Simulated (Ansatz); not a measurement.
A relaxation of cell and atoms of SnGe2O3 on the sites of NaPr2Se3 (No. 71) with the plane-wave code Ansatz, at the level PBEsol. It starts from a supercell of the PBEsol minimum, slightly strained and with each coordinate displaced at random by about 0.15 Å.

```yaml
crystal:
  lattice:
    - [-1.5061850094, 2.1783374241, 5.7989250207]
    - [1.5558053041, -2.264537589, 5.8456708926]
    - [1.5954503092, 2.3264779955, -5.8323284865]
  atoms:
    - { symbol: Sn, position: [-0.0195234403, -0.0396266749, -0.0514056034] }
    - { symbol: Ge, position: [0.663278636, 0.7345304979, 0.0421853191] }
    - { symbol: Ge, position: [0.3529095426, 0.3365754001, 0.0496202592] }
    - { symbol: O, position: [0.5487650276, 0.0217695995, 0.5818242419] }
    - { symbol: O, position: [0.1812250928, 0.6207078538, 0.3914738659] }
    - { symbol: O, position: [0.7298869901, 0.2908960446, 0.4245448308] }
kpoints:
  mp_grid: { grid: [6, 6, 6] }
hamiltonian:
  xc: pbesol
scf:
  occupations: { method: fermi_dirac, width: 0.05 }
relax:
  f_tol: 0.01
  cell: {}
  max_steps: 120
```

Of the 102 recorded frames of the trajectory, 22 are shown, each with positions in Å and forces in eV/Å. Some frames, the last among them, repeat a geometry solved again on a basis re-selected at its cell; pressure is positive in compression.

Step 1: energy 0.0 meV/atom from step 1, largest force component 2.477 eV/Å, pressure +11.71 GPa
```xyz
6
Lattice="-1.5062 2.1783 5.7989 1.5558 -2.2645 5.8457 1.5955 2.3265 -5.8323" Properties=species:S:1:pos:R:3:forces:R:3 pbc="T T T"
Sn   -0.1143   -0.0724   -0.0450   -0.0334    2.0238    0.5481
Ge    0.2111   -0.1204    7.8941   -0.5076    0.4857   -1.1503
Ge    0.0713    0.1220    3.7246   -0.4414   -2.4767    1.5526
O     0.1356    2.4997   -0.0839   -0.0362   -0.8988    0.1023
O     1.3173   -0.1001    2.3962    1.1016   -0.4196   -1.0326
O     0.0306    1.9189    3.4570   -0.0830    1.2855   -0.0201
```

Step 2: energy -102.1 meV/atom from step 1, largest force component 1.034 eV/Å, pressure +0.65 GPa
```xyz
6
Lattice="-1.5613 2.3184 5.9406 1.5147 -2.2324 5.8963 1.6617 2.3033 -5.9079" Properties=species:S:1:pos:R:3:forces:R:3 pbc="T T T"
Sn   -0.1032    0.1027    0.0481    0.0916    0.2269   -0.0935
Ge    0.0897   -0.0280    7.9471   -0.1825    0.2765   -0.0731
Ge    0.0976    0.0522    3.8042   -0.3002   -0.6145    1.0343
O     0.1293    2.7279   -0.0228   -0.1602    0.2612   -0.0140
O     1.3556   -0.1228    2.4264    0.6215   -0.6827   -0.5550
O    -0.0384    1.8897    3.4789   -0.0702    0.5326   -0.2989
```

Step 3: energy -137.3 meV/atom from step 1, largest force component 0.882 eV/Å, pressure -1.79 GPa
```xyz
6
Lattice="-1.5872 2.4477 5.7888 1.4664 -2.1495 5.6421 1.7098 2.2368 -5.6730" Properties=species:S:1:pos:R:3:forces:R:3 pbc="T T T"
Sn   -0.0850    0.3007    0.0144    0.1829   -0.6257    0.0462
Ge   -0.0057    0.0585    7.6218   -0.0804    0.5393    0.0730
Ge    0.1109    0.0064    3.7517   -0.2023    0.5881    0.3457
O     0.1194    2.9616    0.0249   -0.3183    0.1641   -0.0736
O     1.3733   -0.1841    2.3417    0.3666   -0.8815    0.1174
O    -0.0717    1.8634    3.3926    0.0515    0.2158   -0.5088
```

Step 4: energy -193.2 meV/atom from step 1, largest force component 0.843 eV/Å, pressure -1.68 GPa
```xyz
6
Lattice="-1.6211 2.4485 5.4990 1.4452 -2.2060 5.3563 1.7909 2.3262 -5.4030" Properties=species:S:1:pos:R:3:forces:R:3 pbc="T T T"
Sn   -0.0696    0.3005    0.0241    0.2166   -0.3985    0.0530
Ge   -0.0755    0.0350    7.1563    0.0407    0.8169    0.2929
Ge    0.1215    0.0455    3.6452   -0.0341    0.4232    0.1113
O     0.0623    3.0525    0.0094   -0.4170    0.0850   -0.1246
O     1.4511   -0.2996    2.2903    0.1132   -0.8429   -0.0778
O    -0.0567    1.8924    3.1368    0.0806   -0.0836   -0.2549
```

Step 5: energy -239.8 meV/atom from step 1, largest force component 0.629 eV/Å, pressure +0.46 GPa
```xyz
6
Lattice="-1.6273 2.4266 5.2004 1.4530 -2.3432 5.1157 1.7981 2.4652 -5.1636" Properties=species:S:1:pos:R:3:forces:R:3 pbc="T T T"
Sn   -0.0320    0.2700    0.0290    0.1550    0.1739    0.0004
Ge   -0.0817   -0.0017    6.7700    0.1566    0.6294    0.2334
Ge    0.1320    0.0539    3.5170    0.1628   -0.0195    0.2435
O    -0.0545    3.1470   -0.0387   -0.2627   -0.0882   -0.0847
O     1.5049   -0.4658    2.2091   -0.2225   -0.5104   -0.4423
O    -0.0252    1.8991    2.9137    0.0108   -0.1849    0.0499
```

Step 6: energy -275.3 meV/atom from step 1, largest force component 0.322 eV/Å, pressure +1.39 GPa
```xyz
6
Lattice="-1.5926 2.3813 5.1620 1.5242 -2.3742 5.1342 1.7565 2.4907 -5.1540" Properties=species:S:1:pos:R:3:forces:R:3 pbc="T T T"
Sn    0.1675    0.2434    0.0646    0.3088    0.2195    0.0309
Ge    0.0324    0.0103    6.7862    0.2203   -0.2539    0.0492
Ge    0.1776    0.0327    3.5525    0.0808    0.0484    0.2414
O    -0.1784    3.1207   -0.0780   -0.1465    0.1336   -0.0584
O     1.4346   -0.5133    2.1052   -0.2139   -0.1394   -0.3220
O    -0.0249    1.8730    2.9255   -0.2497   -0.0083    0.0589
```

Step 7: energy -300.2 meV/atom from step 1, largest force component 0.492 eV/Å, pressure +0.39 GPa
```xyz
6
Lattice="-1.5656 2.3605 5.1347 1.5763 -2.3820 5.1384 1.7570 2.5169 -5.1371" Properties=species:S:1:pos:R:3:forces:R:3 pbc="T T T"
Sn    0.3736    0.2819    0.0917    0.2133   -0.2644   -0.0877
Ge    0.1168   -0.0212    6.7865    0.2888   -0.4915   -0.2074
Ge    0.2257    0.0229    3.5892    0.0006    0.1523    0.1645
O    -0.2590    3.1811   -0.1050   -0.0425    0.1507    0.0288
O     1.3674   -0.5707    2.0182   -0.1279    0.2924    0.1329
O    -0.0463    1.8442    2.9408   -0.3320    0.1605   -0.0308
```

Task: How does the relaxation go on, and where does it end?

Result: The middle of the trajectory is left out here.
Step 8: energy -307.3 meV/atom from step 1, largest force component 0.614 eV/Å, pressure +0.60 GPa
```xyz
6
Lattice="-1.5420 2.3442 5.1741 1.6226 -2.3509 5.1912 1.7587 2.5022 -5.1709" Properties=species:S:1:pos:R:3:forces:R:3 pbc="T T T"
Sn    0.5741    0.2302    0.0689   -0.1218    0.0246   -0.1641
Ge    0.2066   -0.0255    6.8531    0.0995   -0.1830   -0.2516
Ge    0.2463    0.0475    3.6657    0.0517   -0.1351   -0.3728
O    -0.3040    3.1696   -0.0997   -0.0834    0.3616    0.0394
O     1.3006   -0.5388    1.9822    0.2126   -0.1900    0.6140
O    -0.0938    1.8555    3.0035   -0.1585    0.1217    0.1352
```

Step 9 (rejected): energy -294.9 meV/atom from step 1, largest force component 1.358 eV/Å, pressure -4.60 GPa
```xyz
6
Lattice="-1.5574 2.3866 5.1101 1.6041 -2.3232 5.0908 1.8777 2.5462 -5.0793" Properties=species:S:1:pos:R:3:forces:R:3 pbc="T T T"
Sn    0.6241    0.3027   -0.0293    0.0970   -0.7184    0.4571
Ge    0.2096   -0.0806    6.6770    0.0139    1.3577    0.1750
Ge    0.2756    0.0935    3.6684    0.4278   -0.2459   -0.8452
O    -0.2705    3.3632   -0.0651   -0.3158   -0.1320   -0.1287
O     1.3400   -0.6005    2.0309   -0.2348   -0.0586    0.2087
O    -0.1523    1.8819    2.9685    0.0119   -0.2030    0.1331
```

Step 10: energy -323.4 meV/atom from step 1, largest force component 0.246 eV/Å, pressure -0.27 GPa
```xyz
6
Lattice="-1.5444 2.3482 5.1325 1.5983 -2.3189 5.1288 1.8269 2.5157 -5.1154" Properties=species:S:1:pos:R:3:forces:R:3 pbc="T T T"
Sn    0.5811    0.2398    0.0425    0.0695   -0.0851   -0.0654
Ge    0.2064   -0.0228    6.7480    0.1308    0.0757   -0.1444
Ge    0.2681    0.0564    3.6220    0.0347   -0.1917   -0.2460
O    -0.2925    3.2472   -0.0943   -0.1858    0.1550    0.1756
O     1.3322   -0.5532    2.0303    0.0362    0.0583    0.2250
O    -0.1212    1.8628    2.9798   -0.0855   -0.0122    0.0554
```

Step 11: energy -333.9 meV/atom from step 1, largest force component 0.294 eV/Å, pressure -0.34 GPa
```xyz
6
Lattice="-1.5380 2.3414 5.1435 1.5929 -2.2963 5.1343 1.8487 2.5123 -5.1205" Properties=species:S:1:pos:R:3:forces:R:3 pbc="T T T"
Sn    0.6524    0.2239    0.0244    0.1379   -0.0277   -0.0451
Ge    0.2315   -0.0109    6.7354    0.0708    0.0661   -0.0835
Ge    0.2734    0.0450    3.6165    0.0160   -0.1759   -0.2936
O    -0.3598    3.2930   -0.0662   -0.1913    0.1431    0.1727
O     1.3460   -0.5436    2.0676    0.0081    0.0572    0.2107
O    -0.1333    1.8457    2.9812   -0.0412   -0.0629    0.0386
```

Step 92: energy -495.1 meV/atom from step 1, largest force component 0.003 eV/Å, pressure +0.22 GPa
```xyz
6
Lattice="-2.2637 1.4692 4.5790 2.2711 -1.4673 4.5759 4.2253 2.7690 -4.5814" Properties=species:S:1:pos:R:3:forces:R:3 pbc="T T T"
Sn    2.6464    1.2470   -0.0153   -0.0023    0.0033    0.0000
Ge    0.6685   -0.1408    6.0616   -0.0007    0.0001   -0.0005
Ge    0.6661   -0.1414    3.0665   -0.0007    0.0001    0.0005
O    -0.8511    2.2434   -0.0126   -0.0006    0.0010   -0.0001
O     2.0576    0.0160    1.8433    0.0022   -0.0024   -0.0025
O    -0.2091    1.4845    2.7066    0.0021   -0.0022    0.0026
```

Step 93: energy -496.2 meV/atom from step 1, largest force component 0.017 eV/Å, pressure +0.05 GPa
```xyz
6
Lattice="-2.2845 1.4377 4.5594 2.2919 -1.4356 4.5564 4.3080 2.7782 -4.5621" Properties=species:S:1:pos:R:3:forces:R:3 pbc="T T T"
Sn    2.6999    1.2683   -0.0153   -0.0012   -0.0055    0.0001
Ge    0.6841   -0.1431    6.0470   -0.0071   -0.0034    0.0004
Ge    0.6817   -0.1438    3.0421   -0.0065   -0.0036   -0.0006
O    -0.8541    2.1959   -0.0126    0.0172    0.0171   -0.0001
O     2.0816    0.0463    1.8261   -0.0013   -0.0024   -0.0129
O    -0.2060    1.4831    2.7042   -0.0009   -0.0023    0.0131
```

Step 94: energy -496.6 meV/atom from step 1, largest force component 0.017 eV/Å, pressure +0.03 GPa
```xyz
6
Lattice="-2.3032 1.4142 4.5299 2.3127 -1.4069 4.5255 4.3731 2.7800 -4.5308" Properties=species:S:1:pos:R:3:forces:R:3 pbc="T T T"
Sn    2.7444    1.2854   -0.0144   -0.0124    0.0087   -0.0082
Ge    0.6987   -0.1424    6.0154    0.0009   -0.0100    0.0137
Ge    0.6966   -0.1448    3.0143   -0.0050   -0.0028   -0.0111
O    -0.8492    2.1586   -0.0120    0.0172    0.0145    0.0020
O     2.0965    0.0705    1.7946   -0.0008   -0.0062    0.0140
O    -0.2112    1.4808    2.7056    0.0001   -0.0041   -0.0104
```

Step 95: energy -496.6 meV/atom from step 1, largest force component 0.020 eV/Å, pressure 0.00 GPa
```xyz
6
Lattice="-2.3028 1.4136 4.5283 2.3108 -1.4132 4.5260 4.3715 2.7856 -4.5318" Properties=species:S:1:pos:R:3:forces:R:3 pbc="T T T"
Sn    2.7392    1.2855   -0.0145    0.0043   -0.0108    0.0006
Ge    0.6979   -0.1472    6.0139   -0.0060    0.0099   -0.0196
Ge    0.6949   -0.1469    3.0137    0.0036    0.0022    0.0128
O    -0.8486    2.1658   -0.0130   -0.0038   -0.0084   -0.0029
O     2.0971    0.0662    1.7984   -0.0031    0.0006    0.0021
O    -0.2097    1.4790    2.7007    0.0050    0.0065    0.0070
```

Step 96: energy -496.5 meV/atom from step 1, largest force component 0.006 eV/Å, pressure +0.02 GPa
```xyz
6
Lattice="-2.3039 1.4151 4.5281 2.3114 -1.4131 4.5250 4.3713 2.7846 -4.5309" Properties=species:S:1:pos:R:3:forces:R:3 pbc="T T T"
Sn    2.7400    1.2842   -0.0152    0.0006    0.0020   -0.0002
Ge    0.6971   -0.1454    6.0126   -0.0025   -0.0053    0.0006
Ge    0.6945   -0.1459    3.0139   -0.0031   -0.0063    0.0000
O    -0.8496    2.1662   -0.0126    0.0027    0.0032    0.0002
O     2.0970    0.0656    1.7987    0.0015    0.0032   -0.0017
O    -0.2099    1.4800    2.7005    0.0008    0.0032    0.0011
```

Step 97: energy -496.9 meV/atom from step 1, largest force component 0.006 eV/Å, pressure +0.05 GPa
```xyz
6
Lattice="-2.3039 1.4151 4.5281 2.3114 -1.4131 4.5250 4.3713 2.7846 -4.5309" Properties=species:S:1:pos:R:3:forces:R:3 pbc="T T T"
Sn    2.7400    1.2842   -0.0152    0.0005    0.0024   -0.0002
Ge    0.6971   -0.1454    6.0126   -0.0031   -0.0047   -0.0001
Ge    0.6945   -0.1459    3.0139   -0.0038   -0.0057    0.0007
O    -0.8496    2.1662   -0.0126    0.0024    0.0030    0.0002
O     2.0970    0.0656    1.7987    0.0023    0.0025   -0.0026
O    -0.2099    1.4800    2.7005    0.0017    0.0025    0.0020
```

Step 98: energy -497.1 meV/atom from step 1, largest force component 0.003 eV/Å, pressure +0.01 GPa
```xyz
6
Lattice="-2.3112 1.4047 4.5197 2.3188 -1.4024 4.5165 4.3975 2.7862 -4.5225" Properties=species:S:1:pos:R:3:forces:R:3 pbc="T T T"
Sn    2.7566    1.2912   -0.0154   -0.0021   -0.0008    0.0001
Ge    0.7024   -0.1463    6.0046   -0.0006   -0.0003    0.0033
Ge    0.6999   -0.1471    3.0052   -0.0005   -0.0005   -0.0034
O    -0.8497    2.1517   -0.0125    0.0023   -0.0007    0.0000
O     2.1041    0.0747    1.7912    0.0005    0.0012   -0.0007
O    -0.2101    1.4785    2.6996    0.0004    0.0012    0.0006
```

Step 99 (rejected): energy -496.8 meV/atom from step 1, largest force component 0.059 eV/Å, pressure 0.00 GPa
```xyz
6
Lattice="-2.3235 1.4070 4.5120 2.3302 -1.4054 4.5086 4.4031 2.7842 -4.5150" Properties=species:S:1:pos:R:3:forces:R:3 pbc="T T T"
Sn    2.7518    1.2831   -0.0152    0.0567    0.0346   -0.0024
Ge    0.7033   -0.1447    5.9986   -0.0040   -0.0436   -0.0417
Ge    0.7010   -0.1461    2.9949   -0.0161   -0.0331    0.0501
O    -0.8578    2.1540   -0.0127   -0.0595    0.0116    0.0047
O     2.1152    0.0731    1.7931    0.0167    0.0185   -0.0230
O    -0.2102    1.4801    2.6903    0.0061    0.0120    0.0124
```

Step 100: energy -497.1 meV/atom from step 1, largest force component 0.004 eV/Å, pressure +0.03 GPa
```xyz
6
Lattice="-2.3131 1.4022 4.5159 2.3206 -1.3999 4.5127 4.4040 2.7869 -4.5187" Properties=species:S:1:pos:R:3:forces:R:3 pbc="T T T"
Sn    2.7607    1.2924   -0.0153   -0.0017    0.0037    0.0000
Ge    0.7033   -0.1466    6.0010    0.0001   -0.0003    0.0009
Ge    0.7008   -0.1473    3.0012    0.0002   -0.0006   -0.0011
O    -0.8497    2.1475   -0.0125    0.0014   -0.0002    0.0000
O     2.1063    0.0775    1.7888   -0.0001   -0.0014   -0.0009
O    -0.2098    1.4788    2.6981    0.0001   -0.0013    0.0011
```

Step 101: energy -497.1 meV/atom from step 1, largest force component 0.003 eV/Å, pressure 0.00 GPa
```xyz
6
Lattice="-2.3168 1.3984 4.5131 2.3242 -1.3957 4.5098 4.4146 2.7872 -4.5158" Properties=species:S:1:pos:R:3:forces:R:3 pbc="T T T"
Sn    2.7668    1.2951   -0.0154    0.0015   -0.0005   -0.0004
Ge    0.7057   -0.1467    5.9987   -0.0004   -0.0012    0.0014
Ge    0.7033   -0.1477    2.9978   -0.0022    0.0001   -0.0003
O    -0.8506    2.1416   -0.0125    0.0009    0.0030    0.0007
O     2.1097    0.0809    1.7860    0.0008   -0.0004    0.0000
O    -0.2100    1.4783    2.6982   -0.0006   -0.0011   -0.0014
```

Step 102: energy -497.1 meV/atom from step 1, largest force component 0.003 eV/Å, pressure 0.00 GPa
```xyz
6
Lattice="-2.3168 1.3984 4.5131 2.3242 -1.3957 4.5098 4.4146 2.7872 -4.5158" Properties=species:S:1:pos:R:3:forces:R:3 pbc="T T T"
Sn    2.7668    1.2951   -0.0154    0.0016   -0.0003   -0.0004
Ge    0.7057   -0.1467    5.9987   -0.0007   -0.0010    0.0011
Ge    0.7033   -0.1477    2.9978   -0.0024    0.0003   -0.0001
O    -0.8506    2.1416   -0.0125    0.0008    0.0030    0.0007
O     2.1097    0.0809    1.7860    0.0011   -0.0006   -0.0003
O    -0.2100    1.4783    2.6982   -0.0003   -0.0014   -0.0011
```

The walk took 92 steps, besides SCFs solved again on a fresh basis, and changed the volume by +38.1 %. The last SCF, on a fresh basis, lies 497 meV an atom below the first. At the end: space group Cm (No. 8), monoclinic; conventional cell a = 5.417 Å, b = 9.023 Å, c = 4.682 Å, β = 94.4°, 19.01 Å³ an atom. Sn is surrounded by 3 O at 2.20–2.27 Å; Ge is surrounded by 3 O at 1.87–1.91 Å; O is surrounded by 2 Ge at 1.91 Å and 1 Sn at 2.20 Å; O is surrounded by 2 Ge at 1.87–1.89 Å and 1 Sn at 2.27 Å.

Run as `ansatz run input.yaml --threads 2 --pin off --max-ram 2211MiB --backend cpu --events-out ev --progress --plain --runs-dir out`. It took 21 min on 2 threads of Intel(R) Xeon(R) Platinum 8488C (Sapphire Rapids) (shared host); peak host memory 0.7 GiB.

(Calculated; spin-unpolarised; the phase may be known or hypothetical.)
